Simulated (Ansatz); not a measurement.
Relaxed-ion elastic tensor of K2S (anti-fluorite, space group No. 225) in GPa (Voigt order), plane-wave PAW PBE (Ansatz code); density 1.76 g/cm³, 34.63 Å³ per atom.

```
34.2  10.4  10.4   0.0   0.0   0.0
10.4  34.2  10.4   0.0   0.0   0.0
10.4  10.4  34.2   0.0   0.0   0.0
 0.0   0.0   0.0   8.4   0.0   0.0
 0.0   0.0   0.0   0.0   8.4   0.0
 0.0   0.0   0.0   0.0   0.0   8.4
```

Q: Is the crystal mechanically stable?

A: Yes: the smallest eigenvalue of C is 8.4 GPa.

Q: Work out the Voigt, Reuss and Hill averages.

A: K_V = 18.3, K_R = 18.3, K_H = 18.3; G_V = 9.8, G_R = 9.6, G_H = 9.7 GPa.

Q: Give Young's modulus, Poisson's ratio, Pugh's ratio and the universal anisotropy index.

A: E = 9KG/(3K + G) = 24.7 GPa; ν = 0.27; K/G = 1.89 (ductile by the Pugh limit of 1.75); A_U = 5G_V/G_R + K_V/K_R − 6 = 0.14.

Q: Estimate the sound speeds and the Debye temperature.

A: v_l = √((K + 4G/3)/ρ) = 4210 m/s, v_t = √(G/ρ) = 2340 m/s, mean 2610 m/s; Θ = (h/k)(3n/4πV)^(1/3) v_m = 238 K.

Q: Give the Zener ratio and Young's modulus along [100], [110] and [111].

A: A = 2C44/(C11 − C12) = 0.71; 1/E = S11 − 2(S11 − S12 − S44/2)Γ with Γ = 0, 1/4, 1/3 gives 29.3, 23.4, 21.9 GPa.

Q: Solve the Christoffel equation for the three sound speeds along [100], [110], [111].

A: Eigenvalues of C_ijkl n_j n_l equal ρv². In km/s, slowest first: [100] 2.19, 2.19, 4.40; [110] 2.19, 2.60, 4.17; [111] 2.47, 2.47, 4.09.

Space group Fm-3m (anti-fluorite). The cell was relaxed with PBE under the symmetry of its start; phonons on a q-mesh show no instability.

Potentials: the later of the program's two PAW sets.
